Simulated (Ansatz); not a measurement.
Input file for Ansatz (an electronic-structure program):

Ansatz 0.2 input:
```yaml
crystal:
  lattice:
    - [-2.4627113438, 2.4627113438, 4.8589627392]
    - [2.4627113438, -2.4627113438, 4.8589627392]
    - [2.4627113438, 2.4627113438, -4.8589627392]
  atoms:
    - { symbol: V, position: [0.0, 0.0, 0.0] }
    - { symbol: Ag, position: [0.75, 0.25, 0.5] }
    - { symbol: Ag, position: [0.25, 0.75, 0.5] }
    - { symbol: Ag, position: [0.5, 0.5, 0.0] }
    - { symbol: O, position: [0.6949049116, 0.1004824574, 0.0] }
    - { symbol: O, position: [0.8995175426, 0.8995175426, 0.5944224542] }
    - { symbol: O, position: [0.1004824574, 0.6949049116, 0.0] }
    - { symbol: O, position: [0.3050950884, 0.3050950884, 0.4055775458] }
kpoints:
  mp_grid: { grid: [8, 8, 8] }
basis: { xc_grid: 2, fft_grid_basis: typed }
hamiltonian:
  xc: pbesol
  pseudopotentials: { kind: paw }
scf:
  occupations: { method: fixed }
checkpoint: { read: static.run }
output: { write_density: true, elf: true, volumetric_format: npy }
```

Output (shortened):

```
Pseudopotentials: kind: paw
Pseudopotential: V, paw, valence charge 13
Pseudopotential: Ag, paw, valence charge 19
Pseudopotential: O, paw, valence charge 6
Functional definition: PBEsol
Crystal: 8 atoms, lattice volume = 117.877 Å³
Basis set: ecut = 420 eV, 2301 PW (Γ), exchange–correlation on 80×80×80 points (8 copies of the dense FFT grid, shifted against one another)
Bands: 57, of which v1, the nominal top of the filled ones, is band 47 counted from 1 (46 counted from 0)
Symmetry: 8 space group operations
Space group: I-42m (ITA 121), of the structure as read, at distance tolerance 4.9e-5 Å
k-points: 59 of 512 (time reversal used)
PAW frozen core: V, regenerated for the run's functional, and the local potential with it
PAW frozen core: Ag, regenerated for the run's functional, and the local potential with it
PAW frozen core: O, regenerated for the run's functional, and the local potential with it
Initial density: read from a saved state, or passed on in memory by an earlier SCF of this step, an earlier step, the calling program or the single point that …
Stability of the state it starts from, as read at its close in the unpolarized treatment …
Initial wavefunctions: pseudopotential atomic-orbital guess
Eigensolver: davidson
Functional: x = pbesol(κ = 0.804, μ = 0.12345679012345678), c = pbesol(β = 0.046)
iter 1 solved again at ethr=2.34e-7 eV; its pass at ethr=3.10e-3 eV (dr2=2.20e-4 eV) is discarded
SCF iter   1: F=—  HF=-27693.568163 eV  |F-HF|=—  |Δ(HF+E_count)|=         —  Δρ=7.54e-7  dr2=4.49e-10  ethr=2.34e-7  ⟨swp⟩=3.0  Hψ=17422  notcnv=0  defer=452
all-band conjugate gradients solve this SCF's bands
preconditioner: auto → Resta (q_TF=auto, 2.627 Å⁻¹)
SCF iter   2: F=—  HF=-27693.568168 eV  |F-HF|=—  |Δ(HF+E_count)|=   5.18e-6  Δρ=8.12e-7  dr2=6.53e-10  ethr=1.00e-12  ⟨swp⟩=10.3  Hψ=13316  notcnv=0
SCF iter   3: F=-27693.568168 eV  HF=-27693.568168 eV  |F-HF|=8.00e-11  |Δ(HF+E_count)|=  1.02e-10  Δρ=3.21e-7  dr2=9.59e-11  ethr=1.00e-12  ⟨swp⟩=1.0  Hψ=6830  notcnv=0
SCF 1 converged in 3 iterations: F = -27693.568168 eV  dr2 = 9.59e-11
SCF converged after 3 iterations
Free energy (F): -27693.568168 eV
Harris-Foulkes:  -27693.568168 eV  (|F-HF|=8.00e-11)
Internal energy: -27693.568168 eV  (E = F + TS)
E sigma→0 (E₀):  -27693.568168 eV
Fermi energy:    9.388240 eV
--- Per-component energies (eV) ---
  E_band       = -1272.173982
  E_kinetic    = 2613.658980
  E_local      = -10987.765762  (includes V_loc(G=0)·N_el)
  E_nonlocal   = 404.468584
  E_hartree    = 4754.569757
  E_xc         = -963.224522
  E_vxc        = -1230.227266  (∫ρ·V_xc dr)
  E_paw        = -13204.885983  (= ΣΔE_a)
  E_vpaw       = -1581.458472  (= ΣTr[D̂ρ^β])
  E_aug_tail   = 0.010997  (compensation charges beyond the density's cutoff)
  E_ewald      = -10311.659268
  E_core_change = 1.259048  (= ΣΔE_core)
  E_smearing   =  0.000000  (= −TS)
  E_closure    = 0.000000  (closes the sum)
  Σ components = -27693.568168   (vs F -27693.568168, Δ=0.00e0)
  [band-id]    e_kinetic+e_local+e_nonlocal+2·e_hartree+e_vxc+e_vpaw+e_augmentation_tail = -1272.173425   (vs E_band -1272.173982, Δ=5.57e-4)
--- Band table (eV; the first three rows and the last of 59) ---
  k-point 0: bands = ["-80.3673", "-80.3518", "-80.3512", "-55.0600", "-43.9901", "-43.9220", "-43.9220", "-43.9141", "-43.9141", "-43.8889", "-43.8889", "-43.8871", "-43.8858", "-29.1403", "-29.1373", "-29.1373", "-8.6613", "-8.0496", "-8.0381", "-8.0381", "3.9708", "4.1983", "4.2664", "4.2664", "4.3337", "4.6701", "4.9054", "5.5133", "5.5133", "5.5863", "6.0959", "6.0959", "6.8898", "7.1085", "7.1742", "7.1963", "7.1963", "7.2052", "7.4031", "7.4895", "7.8805", "7.9541", "8.1479", "8.1479", "8.4953", "8.4953", "9.1416", "9.7454", "11.3742", "11.8527", "13.3715", "13.3715", "13.5786", "15.2343", "16.7534", "16.9035", "16.9035"]
  k-point 1: bands = ["-80.3673", "-80.3517", "-80.3513", "-55.0600", "-43.9901", "-43.9220", "-43.9207", "-43.9153", "-43.9140", "-43.8899", "-43.8889", "-43.8870", "-43.8849", "-29.1403", "-29.1374", "-29.1374", "-8.6294", "-8.0568", "-8.0493", "-8.0485", "4.0587", "4.1624", "4.2479", "4.3024", "4.3605", "4.7272", "4.8689", "5.3874", "5.4306", "5.5123", "6.0054", "6.1072", "6.9120", "6.9949", "7.0559", "7.1616", "7.2133", "7.2608", "7.4574", "7.5210", "7.8275", "7.9905", "8.1068", "8.3972", "8.4666", "8.5798", "9.1885", "10.0324", "11.4918", "11.8574", "13.2362", "13.3973", "13.5313", "15.5019", "15.8963", "16.4146", "17.1359"]
  k-point 2: bands = ["-80.3673", "-80.3516", "-80.3514", "-55.0600", "-43.9901", "-43.9221", "-43.9183", "-43.9176", "-43.9137", "-43.8915", "-43.8891", "-43.8868", "-43.8837", "-29.1403", "-29.1375", "-29.1375", "-8.5518", "-8.0964", "-8.0738", "-8.0552", "4.0124", "4.2488", "4.3425", "4.4183", "4.4261", "4.7694", "4.8686", "5.0870", "5.1822", "5.4379", "5.8161", "5.9117", "6.8635", "7.0607", "7.0861", "7.0944", "7.3083", "7.3666", "7.3865", "7.5084", "7.7523", "8.0465", "8.0894", "8.5561", "8.7003", "8.8051", "9.0818", "10.7596", "11.7755", "11.9148", "13.1581", "13.4032", "13.4306", "15.0741", "15.5229", "15.7169", "17.1257"]
  k-point 58: bands = ["-80.3673", "-80.3518", "-80.3512", "-55.0600", "-43.9898", "-43.9224", "-43.9224", "-43.9138", "-43.9138", "-43.8887", "-43.8887", "-43.8875", "-43.8858", "-29.1405", "-29.1373", "-29.1373", "-8.5475", "-8.1529", "-8.0371", "-8.0371", "3.7449", "3.7883", "3.9376", "4.4673", "4.5140", "4.5140", "5.1293", "5.1293", "5.2697", "5.8856", "5.8856", "6.1076", "6.7492", "6.8888", "7.1842", "7.1842", "7.4041", "7.4340", "7.5684", "7.6897", "8.0685", "8.1794", "8.3088", "8.3088", "8.8185", "9.0373", "9.0373", "11.2295", "11.3911", "11.4616", "12.9134", "13.3647", "13.3647", "13.5083", "15.5185", "15.5185", "17.0988"]
  band table: 57 of 57 bands, residual norms ≤ 1.0e-3 eV
```

Cost: roughly 50 core-seconds on shared cores.

The workflow started from a Materials Project entry (that database holds measured and hypothetical structures alike); the Crystallography Open Database files this formula in space group No. 121, but the cells were not matched. Its standing as an ambient phase is unchecked. The PBEsol relaxation kept the symmetry of its start; its stability against distortions is not shown here. No spin polarisation was allowed. No Hubbard U is applied. Scalar-relativistic: spin–orbit coupling is off unless named, which matters more the heavier the elements.

Potentials: the later of the program's two PAW sets.

Ansatz is a plane-wave DFT program.
